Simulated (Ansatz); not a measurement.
Equation of state of HgPt from a dense series

```xyz
2
Lattice="2.9710 0.0000 0.0000 0.0000 2.9710 0.0000 0.0000 0.0000 3.8250" Properties=species:S:1:pos:R:3 pbc="T T T"
Hg    0.0000    0.0000    0.0000
Pt    1.4855    1.4855    1.9125
```

Atoms are numbered in the order listed.

The cell is COD entry 1523215, as deposited and not checked against the literature; nothing was relaxed.

No spin–orbit coupling, which matters for the heavy atoms here.

Level of theory: Ansatz 0.2.0, DFT, LDA, all-electron LAPW, scalar-relativistic.

Numerical set-up: a Γ-centred 12×12×10 k mesh, Fermi–Dirac smearing of 0.03 eV, basis error target 0.5 meV/atom, no spin polarisation.

The cell is scaled evenly. Fractional coordinates are held (clamped ions).

| V (Å³/atom) | P (GPa) |
| --- | --- |
| 16.206 | 6.90 |
| 16.544 | 2.34 |
| 16.713 | 0.28 |
| 16.881 | -1.65 |
| 17.050 | -3.46 |
| 17.219 | -5.15 |
| 17.557 | -8.19 |
| 17.894 | -10.83 |

(1) Fit a third-order Birch–Murnaghan curve to the pressures.

(2) Predict the pressure at the withheld volume, 15.868 Å³/atom.

Results:

(1) P = (3B0/2)(y^(7/2) − y^(5/2))[1 + (3/4)(B0′ − 4)(y − 1)] with y = (V0/V)^(2/3) fits within 0.01 GPa for V0 = 16.736 Å³/atom, B0 = 195.9 GPa and B0′ = 5.69.

(2) There y = 1.0361, so the fit gives 12.13 GPa; the run gave 12.10 GPa.
